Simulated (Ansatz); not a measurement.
Cell and atoms are relaxed with the symmetry kept. Start:

```yaml
crystal:
  lattice:
    - [5.51841, -3.69481, 0.00354]
    - [5.51841, 3.69481, 0.00354]
    - [-1.50110, 0.00000, 9.53350]
  atoms:
    - { symbol: Cu, position: [0.62655, 0.57428, 0.20375] }
    - { symbol: Cu, position: [0.42572, 0.37345, 0.29625] }
    - { symbol: Cu, position: [0.37345, 0.42572, 0.79625] }
    - { symbol: Cu, position: [0.57428, 0.62655, 0.70375] }
    - { symbol: Cu, position: [0.79926, 0.81240, 0.60842] }
    - { symbol: Cu, position: [0.18760, 0.20074, 0.89158] }
    - { symbol: Cu, position: [0.20074, 0.18760, 0.39158] }
    - { symbol: Cu, position: [0.81240, 0.79926, 0.10842] }
    - { symbol: Cu, position: [0.00000, 0.00000, 0.00000] }
    - { symbol: Cu, position: [0.00000, 0.00000, 0.50000] }
    - { symbol: Cu, position: [0.84217, 0.15783, 0.25000] }
    - { symbol: Cu, position: [0.15783, 0.84217, 0.75000] }
    - { symbol: Sn, position: [0.22474, 0.55558, 0.52942] }
    - { symbol: Sn, position: [0.44442, 0.77526, 0.97058] }
    - { symbol: Sn, position: [0.77526, 0.44442, 0.47058] }
    - { symbol: Sn, position: [0.55558, 0.22474, 0.02942] }
    - { symbol: Sn, position: [0.62767, 0.94565, 0.35572] }
    - { symbol: Sn, position: [0.05435, 0.37233, 0.14428] }
    - { symbol: Sn, position: [0.37233, 0.05435, 0.64428] }
    - { symbol: Sn, position: [0.94565, 0.62767, 0.85572] }
    - { symbol: Sn, position: [0.20020, 0.79980, 0.25000] }
    - { symbol: Sn, position: [0.79980, 0.20020, 0.75000] }
```

Method: Ansatz, DFT r2SCAN, scalar-relativistic, plane waves, PAW.

Plane waves to 500 eV, a k mesh through Γ of 6×6×4 on the computed 22-atom cell and Gaussian smearing (0.10 eV); no spin polarisation.

What does it relax to?

The volume goes down by 0.01 Å³/atom to 17.67 Å³/atom, and the energy falls by 2.7 meV/atom. Final structure:
```
Cu Sn
1.0
     5.49771   -3.64126    0.01848
     5.49771    3.64126    0.01848
    -1.46977    0.00000    9.70263
Cu Sn
12 10
Direct
  0.62640 0.57621 0.20355
  0.42379 0.37360 0.29645
  0.37360 0.42379 0.79645
  0.57621 0.62640 0.70355
  0.80152 0.81111 0.60873
  0.18889 0.19848 0.89127
  0.19848 0.18889 0.39127
  0.81111 0.80152 0.10873
  0.00000 0.00000 0.00000
  0.00000 0.00000 0.50000
  0.83866 0.16134 0.25000
  0.16134 0.83866 0.75000
  0.22906 0.55432 0.52937
  0.44568 0.77094 0.97063
  0.77094 0.44568 0.47063
  0.55432 0.22906 0.02937
  0.63033 0.94232 0.35699
  0.05768 0.36967 0.14301
  0.36967 0.05768 0.64301
  0.94232 0.63033 0.85699
  0.19886 0.80114 0.25000
  0.80114 0.19886 0.75000
```

Cost: 1 run of about 120 core-minutes, on Intel Xeon Processor @ 2.50GHz (Skylake/Cascade Lake) (shared hosts).